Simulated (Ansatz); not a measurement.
MgAu:
```
MgAu
1.0
    3.27024     0.00000     0.00000
    0.00000     3.27024     0.00000
    0.00000     0.00000     3.27024
Au Mg
1 1
Direct
  0.00000   0.00000   0.00000
  0.50000   0.50000   0.50000
```

Relaxed with r²SCAN.

### Question
Give the Bader charges and basin volumes of the independent atoms, plane-wave PAW r²SCAN (Ansatz code).

### Answer


```json
[
 {"atom": "Au1", "Bader charge (e)": "-1.62", "Bader volume (Å³)": "29.3"},
 {"atom": "Mg2", "Bader charge (e)": "+1.62", "Bader volume (Å³)": "5.7"}
]
```

Space group Pm-3m (CsCl type). The workflow started from an entry of the Crystallography Open Database (COD). Its standing as an ambient phase is unchecked. The cell was relaxed with r²SCAN under the symmetry of its start; its stability against distortions is not shown here. Scalar-relativistic: spin–orbit coupling is off unless named, which matters more the heavier the elements.

Potentials: the later of the program's two PAW sets.
